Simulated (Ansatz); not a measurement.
Given:

TePd (NiAs type, P6_3/mmc), a = b = 4.129 Å, c = 5.563 Å, α = β = 90.00°, γ = 120.00°.

This is the LDA-relaxed structure.

Q: All from DFT-LDA in the program Ansatz with PAW potentials, unless another level is named. Estimate the electronic character.

A: metallic (no gap).

Q: And the formation energy from the elements (no fitted shifts)?

A: -0.38 eV/atom.

Q: Give the density of states at the Fermi level.

A: 0.46 states/eV per atom (mean over ±0.08 eV).

The first step of the workflow began from a Materials Project structure, measured or hypothetical; the Crystallography Open Database files this formula in space group No. 194, but the cells were not matched. Whether it is the stable phase at ambient conditions was not checked. The cell was relaxed with LDA under the symmetry of its start; whether a distortion lowers the energy is not shown. No spin polarisation was allowed. The references are the lowest solids computed at this level, not always the standard phases. Spin–orbit coupling is left out wherever it is not named.

Potentials: the later of the program's two PAW sets.
